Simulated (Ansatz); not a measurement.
BeSe:
```cif
data_Be2Se2
_chemical_formula_sum 'Be2 Se2'
_space_group_name_H-M_alt 'P 1'
_space_group_IT_number 1
_cell_length_a 3.61521
_cell_length_b 3.61521
_cell_length_c 5.96412
_cell_angle_alpha 90.000
_cell_angle_beta 90.000
_cell_angle_gamma 120.000
loop_
_space_group_symop_operation_xyz
  'x, y, z'
loop_
_atom_site_label
_atom_site_type_symbol
_atom_site_fract_x
_atom_site_fract_y
_atom_site_fract_z
_atom_site_occupancy
Be1 Be 0.33333 0.66667 0.99936 1
Se1 Se 0.66667 0.33333 0.12564 1
Be2 Be 0.66667 0.33333 0.49936 1
Se2 Se 0.33333 0.66667 0.62564 1
```

Relaxed with PBEsol.

Problem. Give the optical modes at the zone centre with their infrared activity from DFPT, PBEsol (plane waves, PAW; program Ansatz).

Solution. Transverse frequencies, without the LO–TO term; a row sums one degenerate level.

```
ω (cm⁻¹)  degeneracy  IR ((D/Å)²/amu)     activity  symmetry
--------  ----------  ---------------  -----------  --------
95                 2             0.00  IR-inactive        E2
220                1             0.00  IR-inactive        B1
488                2             0.00  IR-inactive        E2
505                1            13.96           IR        A1
511                2            24.12           IR        E1
563                1             0.00  IR-inactive        B1
```

Problem. How high does the top mode go among those that the LO–TO term moves?

Solution. 569 cm⁻¹ for q along x, 569 cm⁻¹ for q along y, 571 cm⁻¹ for q along z.

Space group P6_3mc (wurtzite). The start of the workflow was typed in or built on a structure type; neither database checked (COD, Materials Project) lists it. COD files the formula under space group No. 216. Its standing as an ambient phase is unchecked. Symmetry was held in the PBEsol relaxation; whether a distortion lowers the energy is not shown.

Potentials: the later of the program's two PAW sets.
